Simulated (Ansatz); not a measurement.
AlRu2C in space group P6_3/mmc (No. 194; Al on 2d, Ru on 4f, C on 2a), plane-wave PAW PBEsol (Ansatz code), all energies at zero smearing, with the estimated change up to a 700 eV cutoff added, with one set of potentials and settings (totals compare only within such a set). Cell of 8 atoms (2 Al, 4 Ru, 2 C): -24808.214 eV.

```tsv
element	reference phase	E (eV/atom)
Al	Fm-3m, 1 atoms in the cell	-524.5507
Ru	P6_3/mmc, 2 atoms in the cell	-5816.5026
C	P6_3/mmc, 4 atoms in the cell	-246.6950
```

Formation energy per atom, worked out: (-24808.214 − 2×(-524.5507) − 4×(-5816.5026) − 2×(-246.6950))/8 = 0.036 eV/atom (3 kJ per mol of atoms), at 0 K, without zero-point energy or fitted corrections.

The start of the workflow was typed in or built on a structure type; neither database checked (COD, Materials Project) lists it. Whether it is the stable phase at ambient conditions was not checked. The PBEsol relaxation kept the symmetry of its start; whether a distortion lowers the energy is not shown. The run is not spin-polarised. The references are the lowest solids computed at this level, not always the standard phases.

Potentials: the later of the program's two PAW sets.
